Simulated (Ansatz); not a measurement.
CoSi (FeSi type, space group P2_13)

```xyz
8
Lattice="4.3857 0.0000 0.0000 0.0000 4.3857 0.0000 0.0000 0.0000 4.3857" Properties=species:S:1:pos:R:3 pbc="T T T"
Co     0.6387     0.6387     0.6387
Co     2.8316     1.5542     3.7470
Co     3.7470     2.8316     1.5542
Co     1.5542     3.7470     2.8316
Si     3.6984     3.6984     3.6984
Si     1.5056     2.8802     0.6873
Si     0.6873     1.5056     2.8802
Si     2.8802     0.6873     1.5056
```

Equation-of-state scan: isotropic scaling of the cell above, V₀ being its volume. The atoms relax within the cell's symmetry.

These are PBEsol (plane waves to 420 eV, PAW, scalar-relativistic; Ansatz, an electronic-structure program) values and carry that method's errors. k mesh 11×11×11 (Γ-centred), Fermi-Dirac smearing 0.05 eV. The energy includes the smearing's −TS. Stress and pressure are positive under compression. At this level the bands of CoSi touch or barely overlap. CoSi is run without spin polarisation. CoSi was relaxed with its symmetry unable to fall. The zero of ΔE is the relaxed starting cell. The last digit holds for this mesh only.

```tsv
V (Å³/atom)	ΔE (meV/atom)
8.858	280.9
9.279	withheld
9.701	59.4
10.123	13.7
10.545	0.0
10.967	11.8
11.388	43.7
11.810	91.1
12.232	149.6
```

Question: Fit a third-order Birch-Murnaghan form (E₀, V₀, B₀, B₀′ free) to the given rows and predict ΔE at V = 9.279.

Answer: Least squares on the 8 given rows: ΔE = E₀ + (9V₀B₀/16)·y²·[2 + (B₀′ − 4)y], y = (V₀/V)^(2/3) − 1, with V₀ = 10.543 Å³/atom, B₀ = 237.1 GPa (160.2 GPa = 1 eV/Å³; the term in eV is multiplied by 1000), B₀′ = 4.89, E₀ = 0.38 meV/atom; root-mean-square residual 0.33 meV/atom. At 9.279 the fit gives 144.5 meV/atom; the calculation gives 145.1 meV/atom, so the interpolation is off by -0.6 (-0.4 %). For the pressure the fit gives 41.4 GPa against the computed 41.4 GPa.

(A scan under strain: stresses follow from slopes of the energy per volume, elastic moduli from its curvatures.)
